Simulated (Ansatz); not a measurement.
Ansatz input file:

```yaml
crystal:
  lattice:
    - [0.0, 3.8850414287, 3.8850414287]
    - [3.8850414287, 0.0, 3.8850414287]
    - [3.8850414287, 3.8850414287, 0.0]
  atoms:
    - { symbol: Ca, position: [0.25, 0.25, 0.25] }
    - { symbol: Ca, position: [0.0, 0.0, 0.0] }
    - { symbol: Ir, position: [0.625, 0.625, 0.625] }
    - { symbol: Ir, position: [0.125, 0.625, 0.625] }
    - { symbol: Ir, position: [0.625, 0.125, 0.625] }
    - { symbol: Ir, position: [0.625, 0.625, 0.125] }
basis:
  ecutwfc: 500
kpoints:
  mp_grid: { grid: [8, 8, 8] }
hamiltonian:
  xc: r2scan
scf:
  occupations: { method: gaussian, width: 0.1 }
output:
  forces: true
  stress: true
  eigenvalues: true
  write_density: true
  write_potential: true
  elf: true
  volumetric_format: npy
```

Launched with
```bash
ansatz run input.yaml --threads 2 --pin off --max-ram 5120MiB --backend cpu --events-out ev --progress --plain --runs-dir out
```

Theory: DFT r2SCAN, scalar-relativistic, plane waves, PAW (Ansatz).

Abridged output:

```
Pseudopotentials: kind: paw
Pseudopotential: Ca, paw, valence charge 10, recommended cutoff 500 eV (meta_gga)
Pseudopotential: Ir, paw, valence charge 17, recommended cutoff 500 eV (meta_gga)
Functional definition: r2SCAN
Crystal: 6 atoms, lattice volume = 117.278 Å³
Basis set: ecut = 500 eV, 2975 PW (Γ), exchange–correlation on 180×180×180 points (64 copies of the dense FFT grid, shifted against one another)
Bands: 53, of which v1, the nominal top of the filled ones, is band 44 counted from 1 (43 counted from 0)
Symmetry: 48 space group operations
Space group: Fd-3m (ITA 227), of the structure as read, at distance tolerance 4.9e-5 Å
k-points: 29 of 512
Initial density: superposition of atomic densities (neutral atoms: chi_scale 0, normalization atom), corrected by the library's trained network
Initial wavefunctions: pseudopotential atomic-orbital guess
Functional: x = r2scan, c = r2scan; τ floored in thin density (d = 2e-4 eV/Å³)
SCF iter   1: F=—  HF=-51440.771748 eV  |F-HF|=—  |Δ(HF+E_count)|=         —  Δρ=1.44e-2  dr2=2.51e-1  dr2_τ=1.37e-1  ethr=1.77e-3  ⟨swp⟩=8.1  Hψ=5981  notcnv=0  defer=8
SCF iter   2: F=—  HF=-51440.889803 eV  |F-HF|=—  |Δ(HF+E_count)|=   1.18e-1  Δρ=6.74e-3  dr2=5.61e-2  dr2_τ=4.63e-3  ethr=2.85e-4  ⟨swp⟩=3.0  Hψ=2688  notcnv=0  defer=68
SCF iter   3: F=—  HF=-51440.883289 eV  |F-HF|=—  |Δ(HF+E_count)|=   6.51e-3  Δρ=1.60e-3  dr2=4.84e-3  dr2_τ=2.55e-4  ethr=6.38e-5  ⟨swp⟩=2.0  Hψ=2077  notcnv=0  defer=68
SCF iter   4: F=—  HF=-51440.882867 eV  |F-HF|=—  |Δ(HF+E_count)|=   4.22e-4  Δρ=4.69e-4  dr2=5.48e-4  dr2_τ=1.36e-5  ethr=5.50e-6  ⟨swp⟩=2.9  Hψ=2733  notcnv=0  defer=68
SCF iter   5: F=—  HF=-51440.882818 eV  |F-HF|=—  |Δ(HF+E_count)|=   4.90e-5  Δρ=1.53e-4  dr2=1.92e-5  dr2_τ=4.02e-6  ethr=6.23e-7  ⟨swp⟩=2.0  Hψ=2198  notcnv=0  defer=68
SCF iter   6: F=—  HF=-51440.883022 eV  |F-HF|=—  |Δ(HF+E_count)|=   2.04e-4  Δρ=2.86e-5  dr2=6.25e-7  dr2_τ=6.75e-8  ethr=2.18e-8  ⟨swp⟩=2.0  Hψ=2036  notcnv=0  defer=68
SCF iter   7: F=-51440.883022 eV  HF=-51440.883022 eV  |F-HF|=2.63e-8  |Δ(HF+E_count)|=   5.80e-7  Δρ=6.54e-6  dr2=4.47e-8  dr2_τ=2.73e-9  ethr=1.14e-10  ⟨swp⟩=13.2  Hψ=9890  notcnv=0
SCF 1 converged in 7 iterations: F = -51440.883022 eV  dr2 = 4.47e-8
SCF converged after 7 iterations
Free energy (F): -51440.883022 eV
Harris-Foulkes:  -51440.883022 eV  (|F-HF|=2.63e-8)
Internal energy: -51440.852143 eV  (E = F + TS)
E sigma→0 (E₀):  -51440.867583 eV
Entropy (-TS):   -0.030879 eV (-5.147 meV/atom)
Fermi energy:    15.031321 eV
--- Per-component energies (eV) ---
  E_band       = -1158.801373
  E_kinetic    = 3037.252526
  E_local      = -8075.083616  (includes V_loc(G=0)·N_el)
  E_nonlocal   = 426.361488
  E_hartree    = 3071.331526
  E_xc         = -1289.493302
  E_vxc        = -1714.939393  (∫ρ·V_xc dr)
  E_paw        = -38726.511928  (= ΣΔE_a)
  E_vpaw       = -1082.147244  (= ΣTr[D̂ρ^β])
  E_aug_tail   = -0.000077  (compensation charges beyond the density's cutoff)
  E_vtau       = 107.081836  (kinetic-family band-sum trace: ∫τ·v_τ [+ j·A + Jᵃ·Aᵃ] dr)
  E_ewald      = -9882.999857
  E_core_change = -1.708905  (= ΣΔE_core)
  E_smearing   = -0.030879  (= −TS)
--- Forces (eV/Å), atoms counted from 1 ---
  atom   1  Ca     0.00000000     0.00000000     0.00000000
  atom   2  Ca     0.00000000     0.00000000     0.00000000
  atom   3  Ir     0.00000000     0.00000000     0.00000000
  atom   4  Ir     0.00000000     0.00000000     0.00000000
  atom   5  Ir     0.00000000     0.00000000     0.00000000
  atom   6  Ir     0.00000000     0.00000000     0.00000000
--- Stress (GPa, compression-positive) ---
      -13.826294       0.000000       0.000000
        0.000000     -13.826294       0.000000
        0.000000       0.000000     -13.826294
  P = ⅓ Tr σ = -13.8263 GPa (-138.263 kbar)
--- Band table (eV; the first three rows and the last of 29) ---
  k-point 0: bands = ["-78.5569", "-78.5140", "-78.5140", "-78.5140", "-35.4324", "-34.9855", "-34.9855", "-34.9855", "-34.7319", "-34.7319", "-34.6093", "-34.6093", "-34.6093", "-34.5150", "-34.5150", "-34.5150", "-26.8023", "-26.7412", "-7.0324", "-7.0324", "-7.0324", "-6.8659", "-6.8659", "-6.8659", "6.7719", "9.6018", "10.0042", "10.0042", "10.0042", "11.3313", "11.3313", "11.5659", "11.5659", "11.5659", "14.5421", "14.5421", "14.5421", "14.7400", "14.7400", "14.7400", "14.8672", "14.8672", "16.1382", "16.1382", "16.1382", "16.3478", "16.4255", "16.4255", "17.2970", "17.2970", "17.2970", "19.3763", "19.3763"]
  k-point 1: bands = ["-78.5557", "-78.5152", "-78.5140", "-78.5140", "-35.4174", "-34.9889", "-34.9805", "-34.9805", "-34.7285", "-34.7285", "-34.6222", "-34.6109", "-34.6109", "-34.5221", "-34.5221", "-34.5149", "-26.8004", "-26.7430", "-7.0347", "-7.0347", "-7.0311", "-6.8691", "-6.8634", "-6.8634", "6.9205", "9.7142", "10.0452", "10.0914", "10.0914", "11.3830", "11.3830", "11.5194", "11.6381", "11.6381", "14.2243", "14.4402", "14.4402", "14.4942", "14.4942", "14.7265", "14.8011", "14.8011", "15.5648", "15.8715", "15.8715", "16.3232", "16.5724", "16.5724", "17.2970", "17.6412", "17.6412", "19.2847", "19.2847"]
  k-point 2: bands = ["-78.5524", "-78.5185", "-78.5140", "-78.5140", "-35.3779", "-34.9994", "-34.9681", "-34.9681", "-34.7178", "-34.7178", "-34.6543", "-34.6170", "-34.6170", "-34.5400", "-34.5400", "-34.5149", "-26.7954", "-26.7476", "-7.0399", "-7.0399", "-7.0314", "-6.8728", "-6.8575", "-6.8575", "7.3240", "10.0047", "10.2002", "10.3129", "10.3129", "11.4003", "11.5318", "11.5318", "11.8791", "11.8791", "13.5119", "13.8924", "13.8924", "14.1127", "14.1127", "14.1860", "14.6942", "14.7499", "14.7499", "15.3540", "15.3540", "16.5237", "17.0081", "17.0081", "17.2968", "18.1464", "18.1464", "19.0786", "19.0786"]
  k-point 28: bands = ["-78.5355", "-78.5355", "-78.5140", "-78.5140", "-35.1751", "-35.1751", "-34.9121", "-34.9121", "-34.7120", "-34.7120", "-34.6618", "-34.6618", "-34.5978", "-34.5978", "-34.5634", "-34.5634", "-26.7711", "-26.7711", "-7.0721", "-7.0721", "-6.9502", "-6.9502", "-6.8297", "-6.8297", "9.4268", "9.4268", "11.1391", "11.1391", "11.5889", "11.5889", "11.6980", "11.6980", "12.0832", "12.0832", "12.5247", "12.5247", "12.8090", "12.8090", "13.3346", "13.3346", "14.0367", "14.0367", "14.2451", "14.2451", "15.3519", "15.3519", "16.4063", "16.4063", "18.9049", "18.9049", "19.0454", "19.0454", "20.2124"]
```

The run converged.

The run took 27 s on 2 threads of Intel(R) Xeon(R) Processor @ 2.50GHz (Skylake/Cascade Lake), on a shared host, peak memory 0.89 GiB.

Spin–orbit coupling is left out, which can shift energies with elements as heavy as these.